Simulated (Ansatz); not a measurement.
CdS:
```yaml
crystal:
  lattice:
    - [4.16469, 0.00000, 0.00000]
    - [-2.08235, 3.60673, 0.00000]
    - [0.00000, 0.00000, 6.76805]
  atoms:
    - { symbol: Cd, position: [0.66667, 0.33333, 0.50007] }
    - { symbol: Cd, position: [0.33333, 0.66667, 0.00007] }
    - { symbol: S, position: [0.66667, 0.33333, 0.87693] }
    - { symbol: S, position: [0.33333, 0.66667, 0.37693] }
```

This is the r²SCAN-relaxed structure.

Question: All from the program Ansatz at the r²SCAN level (PAW), unless another level is named. Predict the Poisson's ratio.

Answer: 0.37.

Question: What about the highest zone-centre frequency (without LO–TO term)?

Answer: 295 cm⁻¹.

Space group P6_3mc (wurtzite). Symmetry was held in the r²SCAN relaxation.

Potentials: the earlier of the program's two PAW sets. The files were generated under PBE; for other functionals the program regenerates the frozen cores, and for LDA and PBEsol the local potential too.
